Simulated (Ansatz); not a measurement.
Nb3Sn:
```yaml
crystal:
  lattice:
    - [5.25835, 0.00000, 0.00000]
    - [0.00000, 5.25835, 0.00000]
    - [0.00000, 0.00000, 5.25835]
  atoms:
    - { symbol: Nb, position: [0.25000, 0.00000, 0.50000] }
    - { symbol: Nb, position: [0.75000, 0.00000, 0.50000] }
    - { symbol: Nb, position: [0.50000, 0.75000, 0.00000] }
    - { symbol: Nb, position: [0.50000, 0.25000, 0.00000] }
    - { symbol: Nb, position: [0.00000, 0.50000, 0.75000] }
    - { symbol: Nb, position: [0.00000, 0.50000, 0.25000] }
    - { symbol: Sn, position: [0.00000, 0.00000, 0.00000] }
    - { symbol: Sn, position: [0.50000, 0.50000, 0.50000] }
```

Relaxed with PBEsol. Special points in fractions of this cell's reciprocal vectors: Γ (0.000, 0.000, 0.000); X (0.000, 0.500, 0.000); M (0.500, 0.500, 0.000); R (0.500, 0.500, 0.500).

Question: List the band energies nearest the Fermi level at these points for the program Ansatz at the PBEsol with spin–orbit coupling level (PAW).

Answer: In eV from the Fermi level; about four levels below and three above (degenerate sets whole), none deeper than 8.9 eV; points with the same levels are listed once.

```
k                                            below                                    above
-  -----------------------------------------------  ---------------------------------------
Γ                          -0.06 -0.06 -0.06 -0.06            2.38 2.38 2.44 2.44 2.44 2.44
X                          -0.37 -0.37 -0.37 -0.37                      1.56 1.56 1.56 1.56
M                          -1.57 -1.57 -0.88 -0.88                      0.09 0.09 0.11 0.11
R  -1.43 -1.43 -1.43 -1.43 -1.43 -1.43 -1.43 -1.43  0.02 0.02 0.02 0.02 0.02 0.02 0.02 0.02
```

Space group Pm-3n (A15 (Cr3Si type)). The cell was relaxed with PBEsol under the symmetry of its start; of distortions, only those at the zone centre were tested. The run is not spin-polarised.

Potentials: the earlier of the program's two PAW sets.
